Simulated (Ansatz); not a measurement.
Hf (hcp, Mg type)

```
Hf
1.0
    3.19791     0.00000     0.00000
   -1.59896     2.76947     0.00000
    0.00000     0.00000     5.04735
Hf
2
Cartesian
  0.00000   1.84632   3.78551
  1.59896   0.92316   1.26184
```

The slice is a (-1 1 0 2) plane (indices of the conventional cell) through the point (0.667, 0.333, 0.250) (fractional), spanned by u = [110] and v = [1 -1 1] in vectors of this cell: u (3.20 Å) and v (7.49 Å, at 90° to u). It covers one period; positions are fractions (u, v).

These are r2SCAN (plane waves to 500 eV, PAW, scalar-relativistic; Ansatz, an electronic-structure program) values and carry that method's errors. k mesh 17×17×9. These are valence fields of a PAW run, semicore shells included where kept as valence: close to a nucleus they are smooth pseudo fields. Hf is run without spin polarisation. Hf was relaxed with its symmetry unable to fall. Spin-orbit coupling is left out, though Hf is heavy.

Task: What is the valence density on the shortest Hf–Hf line in this plane (3.20 Å), at its midpoint?

Result: 0.19 e/Å³.

Task: What is the ELF at the midpoint of the shortest Hf–Hf line in this plane (3.20 Å)?

Result: 0.29.

Task: Sketch the electron localisation function (ELF) on this plane as a map.

Result: 
```
|xx950010059x|
|997200200279|
|652002420025|
|000025652000|
|001357775310|
|234567876543|
|112357775321|
|100135653100|
|431014541013|
|873003530037|
|985103630158|
|985115751158|
|763126862136|
|421037973012|
|000157875100|
|001345554310|
|333332223333|
|664210001246|
|775200000257|
|875210001257|
|775321112357|
|444444444444|
|001356765310|
|000147874100|
|652016761025|
|997203630279|
|xx950141059x|
|xx961020169x|
```
Scale: ten equal steps from 0.11 (start of '0') to 0.83 (end of '9'), in the order '0123456789'. Values: electron localisation function (ELF). The map has 12 points along u (one character each, u = 0 at the left) and 28 along v (v = 0 in the bottom row). Points within 0.5 Å of a nucleus are blanked (x), as the pseudised field means little there.
